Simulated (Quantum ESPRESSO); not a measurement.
## Al4NFO4 (finding a planted mistake in a log)

A calculation, not a measurement. The program is pw.x of Quantum ESPRESSO 7.5 (plane-wave density functional theory). The cell is made up: 10 atoms on a corundum lattice, with randomly drawn elements, strain and displacements, not relaxed. PseudoDojo standard norm-conserving files (v0.5 for PBE, v0.4.1 for LDA and PBEsol) set the functional; there is no spin polarisation, spin-orbit coupling or dispersion term, and the masses in the input are unused placeholders.

Intended input:

```
&control calculation='scf', pseudo_dir='./dojo.nc.sr.pbe.v0_5.standard.upf', outdir='./o', disk_io='low', tprnfor=.true., tstress=.true. /
&system ibrav=0, nat=10, ntyp=4, nbnd=30, ecutwfc=84.00895049, nosym=.true., tot_charge=0,
 occupations='smearing', smearing='fd', degauss=0.0018374661
/
&electrons conv_thr=7.350e-09, electron_maxstep=60, /
ATOMIC_SPECIES
Al 1.0 Al.upf
F 1.0 F.upf
N 1.0 N.upf
O 1.0 O.upf
CELL_PARAMETERS angstrom
2.4396 1.3866 4.3162
-2.3925 1.3798 4.2924
0.0177 -2.752 4.2997
ATOMIC_POSITIONS angstrom
Al 0.0695 0.066 4.5275
Al 0.0569 -0.0292 1.9624
Al -0.0397 -0.0133 8.3818
Al -0.0079 0.0125 11.052
N -0.8948 1.3146 7.5135
F -0.6786 -1.4905 7.4359
O 1.6909 0.1415 7.5375
O 1.0186 -1.3382 5.3255
O 0.7128 1.4016 5.4111
O -1.6488 -0.1509 5.4265
K_POINTS automatic
6 6 6 1 1 1
```

The log is shortened where brackets say so; the opening notice, blank lines, dates and the lines on written files are dropped, and the path of the files is cut. It prints rydbergs, bohrs and kilobars, and counts compression as positive stress. Where no state is partly filled, the Fermi energy that it prints is only some level between the filled and the empty states on the mesh, and need not lie in the true gap.

Log of the intended run:

```
     Program PWSCF v.7.5
     Parallel version (MPI & OpenMP), running on       4 processor cores
     Number of MPI processes:                 4
     Threads/MPI process:                     1
     [start-up lines left out]
     bravais-lattice index     =            0
     lattice parameter (alat)  =       9.7287  a.u.
     unit-cell volume          =     580.1826 (a.u.)^3
     number of atoms/cell      =           10
     number of atomic types    =            4
     number of electrons       =        48.00
     number of Kohn-Sham states=           30
     kinetic-energy cutoff     =      84.0090  Ry
     charge density cutoff     =     336.0358  Ry
     scf convergence threshold =      7.3E-09
     mixing beta               =       0.7000
     number of iterations used =            8  plain     mixing
     Exchange-correlation= PBE
                           (   1   4   3   4   0   0   0)
     [axes and pseudopotential details left out]
   Cartesian axes
     site n.     atom                  positions (alat units)
         1        Al     tau(   1) = (   0.0134999   0.0128200   0.8794348  )
         2        Al     tau(   2) = (   0.0110524  -0.0056719   0.3811823  )
         3        Al     tau(   3) = (  -0.0077114  -0.0025834   1.6281053  )
         4        Al     tau(   4) = (  -0.0015345   0.0024280   2.1467727  )
         5        N      tau(   5) = (  -0.1738086   0.2553517   1.4594441  )
         6        F      tau(   6) = (  -0.1318132  -0.2895191   1.4443709  )
         7        O      tau(   7) = (   0.3284453   0.0274854   1.4641060  )
         8        O      tau(   8) = (   0.1978558  -0.2599359   1.0344406  )
         9        O      tau(   9) = (   0.1384564   0.2722509   1.0510678  )
        10        O      tau(  10) = (  -0.3202677  -0.0293113   1.0540592  )
     number of k points=   108  Fermi-Dirac smearing, width (Ry)=  0.0018
     Number of k-points >= 100: set verbosity='high' to print them.
     Dense  grid:    60395 G-vectors     FFT dimensions: (  60,  60,  60)
     Estimated max dynamical RAM per process >     178.79 MB
     Estimated total dynamical RAM >     670.92 MB
     Initial potential from superposition of free atoms
     starting charge      47.9902, renormalised to      48.0000
     Starting wfcs are   40 randomized atomic wfcs
     total cpu time spent up to now is        7.6 secs
     per-process dynamical memory:   151.5 Mb
     Self-consistent Calculation
     iteration #  1     ecut=    84.01 Ry     beta= 0.70
     Davidson diagonalization with overlap
     ethr =  1.00E-02,  avg # of iterations =  3.9
     total cpu time spent up to now is       24.3 secs
     total energy              =    -220.87783966 Ry
     estimated scf accuracy    <       2.38786505 Ry
     iteration #  2     ecut=    84.01 Ry     beta= 0.70
     Davidson diagonalization with overlap
     ethr =  4.97E-03,  avg # of iterations =  2.3
     total cpu time spent up to now is       39.6 secs
     total energy              =    -221.56747088 Ry
     estimated scf accuracy    <       1.59703499 Ry
     [iterations 3 to 10 left out]
     iteration # 11     ecut=    84.01 Ry     beta= 0.70
     Davidson diagonalization with overlap
     ethr =  8.58E-11,  avg # of iterations =  2.0
     total cpu time spent up to now is      174.6 secs
     total energy              =    -221.86676641 Ry
     estimated scf accuracy    <       0.00000002 Ry
     iteration # 12     ecut=    84.01 Ry     beta= 0.70
     Davidson diagonalization with overlap
     ethr =  3.25E-11,  avg # of iterations =  2.0
     total cpu time spent up to now is      187.2 secs
     End of self-consistent calculation
     Number of k-points >= 100: set verbosity='high' to print the bands.
     the Fermi energy is    12.4524 ev
!    total energy              =    -221.86676641 Ry
     estimated scf accuracy    <          1.3E-09 Ry
     smearing contrib. (-TS)   =      -0.00000000 Ry
     internal energy E=F+TS    =    -221.86676641 Ry
     The total energy is F=E-TS. E is the sum of the following terms:
     one-electron contribution =     -41.45709624 Ry
     hartree contribution      =      56.15228927 Ry
     xc contribution           =     -60.81382582 Ry
     ewald contribution        =    -175.74813362 Ry
     convergence has been achieved in  12 iterations
     Forces acting on atoms (cartesian axes, Ry/au):
     atom    1 type  1   force =     0.02096436   -0.14869093    0.04941690
     atom    2 type  1   force =     0.04435752   -0.06126871   -0.08795892
     atom    3 type  1   force =     0.09560587    0.10248724    0.03611608
     atom    4 type  1   force =    -0.06600065   -0.02022557   -0.05844871
     atom    5 type  3   force =    -0.03713207    0.07769946   -0.01182619
     atom    6 type  2   force =    -0.03152494    0.02444702    0.01934426
     atom    7 type  4   force =    -0.02681403   -0.00557926    0.02507801
     atom    8 type  4   force =    -0.08065066   -0.06582579    0.05624796
     atom    9 type  4   force =     0.04566576    0.10600832    0.01187834
     atom   10 type  4   force =     0.03552883   -0.00905178   -0.03984773
     Total force =     0.329965     Total SCF correction =     0.000010
     Computing stress (Cartesian axis) and pressure
          total   stress  (Ry/bohr**3)                   (kbar)     P=      144.48
   0.00040967  -0.00021833   0.00015478           60.26      -32.12       22.77
  -0.00021833   0.00117774   0.00024047          -32.12      173.25       35.37
   0.00015478   0.00024047   0.00135914           22.77       35.37      199.94
     init_run     :      7.13s CPU      7.41s WALL (       1 calls)
     electrons    :    178.07s CPU    179.63s WALL (       1 calls)
     forces       :      2.01s CPU      2.01s WALL (       1 calls)
     stress       :      7.19s CPU      7.20s WALL (       1 calls)
     [timing details left out]
     PWSCF        :   3m14.67s CPU   3m16.57s WALL
     JOB DONE.
```

A second run was made from an input with one planted mistake. Its log:

```
     Program PWSCF v.7.5
     Parallel version (MPI & OpenMP), running on       4 processor cores
     Number of MPI processes:                 4
     Threads/MPI process:                     1
     [start-up lines left out]
     bravais-lattice index     =            0
     lattice parameter (alat)  =       9.7287  a.u.
     unit-cell volume          =     580.1826 (a.u.)^3
     number of atoms/cell      =           10
     number of atomic types    =            4
     number of electrons       =        48.00
     number of Kohn-Sham states=           30
     kinetic-energy cutoff     =      84.0090  Ry
     charge density cutoff     =     336.0358  Ry
     scf convergence threshold =      7.3E-09
     mixing beta               =       0.7000
     number of iterations used =            8  plain     mixing
     Exchange-correlation= PBESOL
                           (   1   4  10   8   0   0   0)
     [axes and pseudopotential details left out]
   Cartesian axes
     site n.     atom                  positions (alat units)
         1        Al     tau(   1) = (   0.0134999   0.0128200   0.8794348  )
         2        Al     tau(   2) = (   0.0110524  -0.0056719   0.3811823  )
         3        Al     tau(   3) = (  -0.0077114  -0.0025834   1.6281053  )
         4        Al     tau(   4) = (  -0.0015345   0.0024280   2.1467727  )
         5        N      tau(   5) = (  -0.1738086   0.2553517   1.4594441  )
         6        F      tau(   6) = (  -0.1318132  -0.2895191   1.4443709  )
         7        O      tau(   7) = (   0.3284453   0.0274854   1.4641060  )
         8        O      tau(   8) = (   0.1978558  -0.2599359   1.0344406  )
         9        O      tau(   9) = (   0.1384564   0.2722509   1.0510678  )
        10        O      tau(  10) = (  -0.3202677  -0.0293113   1.0540592  )
     number of k points=   108  Fermi-Dirac smearing, width (Ry)=  0.0018
     Number of k-points >= 100: set verbosity='high' to print them.
     Dense  grid:    60395 G-vectors     FFT dimensions: (  60,  60,  60)
     Estimated max dynamical RAM per process >     178.79 MB
     Estimated total dynamical RAM >     670.92 MB
     Initial potential from superposition of free atoms
     starting charge      47.9906, renormalised to      48.0000
     Starting wfcs are   40 randomized atomic wfcs
     total cpu time spent up to now is        7.6 secs
     per-process dynamical memory:   151.5 Mb
     Self-consistent Calculation
     iteration #  1     ecut=    84.01 Ry     beta= 0.70
     Davidson diagonalization with overlap
     ethr =  1.00E-02,  avg # of iterations =  3.9
     total cpu time spent up to now is       23.8 secs
     total energy              =    -220.32409048 Ry
     estimated scf accuracy    <       2.24408797 Ry
     iteration #  2     ecut=    84.01 Ry     beta= 0.70
     Davidson diagonalization with overlap
     ethr =  4.68E-03,  avg # of iterations =  2.4
     total cpu time spent up to now is       38.4 secs
     total energy              =    -220.96825545 Ry
     estimated scf accuracy    <       1.58120947 Ry
     [iterations 3 to 10 left out]
     iteration # 11     ecut=    84.01 Ry     beta= 0.70
     Davidson diagonalization with overlap
     ethr =  3.91E-11,  avg # of iterations =  3.1
     total cpu time spent up to now is      175.2 secs
     total energy              =    -221.26654168 Ry
     estimated scf accuracy    <       0.00000001 Ry
     iteration # 12     ecut=    84.01 Ry     beta= 0.70
     Davidson diagonalization with overlap
     ethr =  2.79E-11,  avg # of iterations =  2.0
     total cpu time spent up to now is      187.4 secs
     End of self-consistent calculation
     Number of k-points >= 100: set verbosity='high' to print the bands.
     the Fermi energy is    12.2513 ev
!    total energy              =    -221.26654168 Ry
     estimated scf accuracy    <          1.1E-09 Ry
     smearing contrib. (-TS)   =      -0.00000000 Ry
     internal energy E=F+TS    =    -221.26654168 Ry
     The total energy is F=E-TS. E is the sum of the following terms:
     one-electron contribution =     -41.08601866 Ry
     hartree contribution      =      55.54481217 Ry
     xc contribution           =     -59.97720157 Ry
     ewald contribution        =    -175.74813362 Ry
     convergence has been achieved in  12 iterations
     Forces acting on atoms (cartesian axes, Ry/au):
     atom    1 type  1   force =     0.01937730   -0.14749320    0.04853974
     atom    2 type  1   force =     0.04258916   -0.06006417   -0.08711967
     atom    3 type  1   force =     0.09555202    0.10001744    0.03670365
     atom    4 type  1   force =    -0.06394004   -0.01926713   -0.05918429
     atom    5 type  3   force =    -0.03866838    0.07638227   -0.01185328
     atom    6 type  2   force =    -0.03005433    0.02237544    0.01890536
     atom    7 type  4   force =    -0.02546543   -0.00317101    0.02434658
     atom    8 type  4   force =    -0.07747525   -0.06447153    0.05594600
     atom    9 type  4   force =     0.04414469    0.10670738    0.01266318
     atom   10 type  4   force =     0.03394026   -0.01101549   -0.03894728
     Total force =     0.325573     Total SCF correction =     0.000008
     Computing stress (Cartesian axis) and pressure
          total   stress  (Ry/bohr**3)                   (kbar)     P=       93.18
   0.00006838  -0.00021465   0.00014936           10.06      -31.58       21.97
  -0.00021465   0.00082724   0.00022958          -31.58      121.69       33.77
   0.00014936   0.00022958   0.00100464           21.97       33.77      147.79
     init_run     :      7.19s CPU      7.45s WALL (       1 calls)
     electrons    :    178.81s CPU    179.86s WALL (       1 calls)
     forces       :      1.83s CPU      1.85s WALL (       1 calls)
     stress       :      6.50s CPU      6.50s WALL (       1 calls)
     [timing details left out]
     PWSCF        :   3m14.55s CPU   3m15.93s WALL
     JOB DONE.
```

Question: what was wrong in the second input?

Answer: the files are those of another functional. The input lines that differ, file-writing options aside:

```
- &control calculation='scf', pseudo_dir='./dojo.nc.sr.pbe.v0_5.standard.upf', outdir='./o', disk_io='low', tprnfor=.true., tstress=.true. /
+ &control calculation='scf', pseudo_dir='./dojo.nc.sr.pbesol.v0_4_1.standard.upf', outdir='./o', disk_io='low', tprnfor=.true., tstress=.true. /
```

|  | intended run | run with the mistake |
| --- | --- | --- |
| free energy (eV) | -3018.651 | -3010.485 |
| smearing term -TS (eV) | 0.0000 | 0.0000 |
| pressure (GPa) | 14.45 | 9.32 |
| largest force component (eV/Å) | 3.823 | 3.792 |
| largest change of a force component (eV/Å) |  | 0.082 |
| iterations | 12 | 12 |

For scale, a rerun of the intended cell at 1437 eV and a 8 x 8 x 8 mesh moved values by no more than 0.003 eV in energy, 0.02 GPa in stress and 0.002 eV/Å in force. Files of another functional have another zero of energy, so the energy change says nothing on stability.